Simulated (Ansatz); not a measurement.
Does this entry for Cs2HgBr4 lie near equilibrium?

The cell is a structure deposited in the COD, atoms as given.

```cif
data_Cs2HgBr4
_symmetry_space_group_name_H-M 'P2_1/c'
_symmetry_Int_Tables_number 14
_cell_length_a 7.8730
_cell_length_b 10.2310
_cell_length_c 15.9800
_cell_angle_alpha 90.000
_cell_angle_beta 119.517
_cell_angle_gamma 90.000
loop_
_atom_site_label
_atom_site_type_symbol
_atom_site_symmetry_multiplicity
_atom_site_Wyckoff_symbol
_atom_site_fract_x
_atom_site_fract_y
_atom_site_fract_z
Cs1 Cs 4 e 0.6396 0.8814 0.8980
Cs5 Cs 4 e 0.0685 0.0159 0.3282
Hg Hg 4 e 0.3282 0.7790 0.5755
Br13 Br 4 e 0.3347 0.0278 0.5897
Br17 Br 4 e 0.1212 0.6758 0.4070
Br21 Br 4 e 0.6717 0.6754 0.6384
Br25 Br 4 e 0.1927 0.6857 0.6817
```

One atom of each set is listed.

Computed with Ansatz: DFT, PBE, plane waves and PAW, scalar-relativistic, 420 eV cutoff, Γ-centred 4×3×2 k-points, Fermi–Dirac smearing 0.02 eV.

Problem. Do the atoms and the cell lie near the calculated equilibrium?

Solution. Not quite. The largest force is 0.55 eV/Å, on atom 13 (Br: 1 Hg at 2.55 Å), and the pressure is 1.8 GPa. Relaxing the atoms is still advisable, since electric field gradients respond to shifts of a few hundredths of an ångström.
